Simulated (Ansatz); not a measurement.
W (hcp (Mg type), space group No. 194) at seven volumes, DFT-r²SCAN in the program Ansatz with PAW potentials, shape and atoms relaxed at each. One row is withheld.

```csv
V (Å³/atom),P (GPa)
14.834,32.46
15.323,19.84
15.812,?
16.301,0.00
16.790,-7.91
17.279,-14.75
17.768,-20.66
```

Fit the shown pressures and predict the withheld one.

Third-order Birch–Murnaghan: P = (3/2)B₀(x^(7/2) − x^(5/2))[1 + (3/4)(B′ − 4)(x − 1)] with x = (V₀/V)^(2/3). Least squares on the six rows gives V₀ = 16.300 Å³/atom, B₀ = 284.5 GPa, B′ = 4.03. At V = 15.812, x = 1.0205 and P = 9.19 GPa. The run itself gave 9.17 GPa.

Space group P6_3/mmc (hcp (Mg type)). The start of the workflow was typed in or built on a structure type; the Crystallography Open Database copy checked does not list it. It is not the phase usual at ambient conditions (space group No. 229). The r²SCAN relaxation kept the symmetry of its start; whether a distortion lowers the energy is not shown. The run is not spin-polarised. Scalar-relativistic: spin–orbit coupling is off unless named, which matters more the heavier the elements.

Potentials: the later of the program's two PAW sets.
